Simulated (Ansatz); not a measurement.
WS₂:
```cif
data_S4W2
_chemical_formula_sum 'W2 S4'
_space_group_name_H-M_alt 'P 1'
_space_group_IT_number 1
_cell_length_a 3.18785
_cell_length_b 3.18785
_cell_length_c 14.82836
_cell_angle_alpha 90.000
_cell_angle_beta 90.000
_cell_angle_gamma 120.000
loop_
_space_group_symop_operation_xyz
  'x, y, z'
loop_
_atom_site_label
_atom_site_type_symbol
_atom_site_fract_x
_atom_site_fract_y
_atom_site_fract_z
_atom_site_occupancy
W1 W 0.33333 0.66667 0.25000 1
W2 W 0.66667 0.33333 0.75000 1
S1 S 0.33333 0.66667 0.64405 1
S2 S 0.66667 0.33333 0.35595 1
S3 S 0.66667 0.33333 0.14405 1
S4 S 0.33333 0.66667 0.85595 1
```

This is the PBE-relaxed structure.

Question: All from the program Ansatz at the PBE level (PAW), unless another level is named. Predict the formation energy from the elements (no fitted shifts).

Answer: -0.83 eV/atom.

Question: Next, the smallest direct gap on the standard path?

Answer: 1.80 eV.

Question: Next, the valence-band maximum?

Answer: at Γ.

Space group P6_3/mmc. The cell was relaxed with PBE under the symmetry of its start. The run is not spin-polarised. The volume lies over 15 % above that of the usual cell of this phase: another minimum, or an error of the functional. A crystal of weakly bound layers computed without a dispersion correction: the cell and the soft elastic constants depend strongly on that. The references are the lowest solids computed at this level, not always the standard phases. Spin–orbit coupling is left out wherever it is not named.

Potentials: the earlier of the program's two PAW sets.
